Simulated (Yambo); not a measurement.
Material: BaO (rock salt, space group Fm-3m, No. 225); a = b = c = 3.879 Å, α = β = γ = 60.00° (2 atoms in the cell). Cell and atoms were relaxed with PBEsol from Materials Project entry mp-1342, within its symmetry.

With PBEsol (Quantum ESPRESSO, PseudoDojo norm-conserving, 84 Ry, with spin-orbit coupling), the gap between the mesh's edge points (X → X) is 1.794 eV.

Task: By how much does one-shot G0W0 (Yambo; 4×4×4 Γ-centred k mesh, 196 bands and a 10 Ry block in the screening, 196 bands in G with the Bruneval-Gonze terminator, plasmon pole fitted at 27.2 eV) open this gap, and what gap results?

Result: The correction is 1.284 eV, giving 3.078 eV, 1.7 times the PBEsol value.  Convergence of the G0W0 settings was not tested.
